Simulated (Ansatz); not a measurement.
## Te$_{2}$Rh, first-principles data

Te₂Rh:
```xyz
3
Lattice="3.8871 0.0000 0.0000 -1.9436 3.3664 0.0000 0.0000 0.0000 5.2473" Properties=species:S:1:pos:R:3 pbc="T T T"
Rh     0.0000     0.0000     0.0000
Te     0.0000     2.2442     1.3487
Te     1.9436     1.1221     3.8987
```

Space group P-3m1 (No. 164); conventional cell a = 3.8871 Å, b = 3.8871 Å, c = 5.2473 Å, α = 90.00°, β = 90.00°, γ = 120.00°.

Method: plane-wave PAW LDA (Ansatz code). Structure relaxed to zero pressure with the same functional. Other levels are named where they apply.

### Cell and energy

* **Volume per atom**: 22.89 Å³
* **Density**: 8.66 g/cm³
* **Formation energy from the elements (no fitted shifts)**: -411 meV/atom

### Electronic structure

- Electronic character = metallic (no gap)
- Density of states at the Fermi level = 0.55 states/eV per atom (mean over ±0.08 eV)
- Gap with spin–orbit coupling = none (metallic)

### Mechanics

Bulk modulus (Birch–Murnaghan fit): 64.3 GPa
Pressure derivative B′: 8.8

### Charges

- Bader charges = Rh -0.36, Te +0.18 e

The workflow started from an entry of the Crystallography Open Database (COD), which files this formula under 2 space groups. Its standing as an ambient phase is unchecked. Symmetry was held in the LDA relaxation; whether a distortion lowers the energy is not shown. No spin polarisation was allowed. A crystal of weakly bound layers computed without a dispersion correction: the cell and the soft elastic constants depend strongly on that. With an odd number of electrons in the cell and no spin polarisation, the count alone makes it a metal. The references are the lowest solids computed at this level, not always the standard phases. Scalar-relativistic: spin–orbit coupling is off unless named, which matters more the heavier the elements.

Potentials: the later of the program's two PAW sets.
